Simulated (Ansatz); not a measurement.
## Ge6MoW2: rattling a relaxed structure

The structure comes from a generated guess, relaxed at this level; another structure or a mixture of phases may lie lower.

Computed with DFT PBE, scalar-relativistic, plane waves, PAW (Ansatz 0.2.0). Cutoff 420 eV; k points 16×16×16 on the computed 9-atom cell (Γ-centred); Gaussian smearing, width 0.10 eV; no spin polarisation.

The cell below (9 atoms, space group I4/mmm (No. 139)) is relaxed within its symmetry.

```yaml
crystal:
  lattice:
    - [-1.67053, 1.67053, 12.43197]
    - [1.67053, -1.67053, 12.43197]
    - [1.67053, 1.67053, -12.43197]
  atoms:
    - { symbol: Ge, position: [0.77923, 0.77923, 0.00000] }
    - { symbol: Ge, position: [0.44620, 0.44620, 0.00000] }
    - { symbol: Ge, position: [0.11235, 0.11235, 0.00000] }
    - { symbol: Ge, position: [0.88765, 0.88765, 0.00000] }
    - { symbol: Ge, position: [0.55380, 0.55380, 0.00000] }
    - { symbol: Ge, position: [0.22077, 0.22077, 0.00000] }
    - { symbol: Mo, position: [0.00000, 0.00000, 0.00000] }
    - { symbol: W, position: [0.66677, 0.66677, 0.00000] }
    - { symbol: W, position: [0.33323, 0.33323, 0.00000] }
```

For the test it was strained at random (σ = 1.5 % a component), the atoms were moved at random (σ = 0.05 Å), and all was relaxed again on a coarse 6×6×6 mesh (in the run’s order of axes) with 0.20 eV smearing, with no symmetry imposed.

Spin–orbit coupling, which can matter for W, is left out.

Question: What happens?

Answer: It returns, within 1 meV/atom of the unmoved cell on that mesh and with the same symmetry when read at 0.1 Å. So it is stable against the distortions that fit this cell and that this random move excites. Modes that don't fit the cell aren't tested.
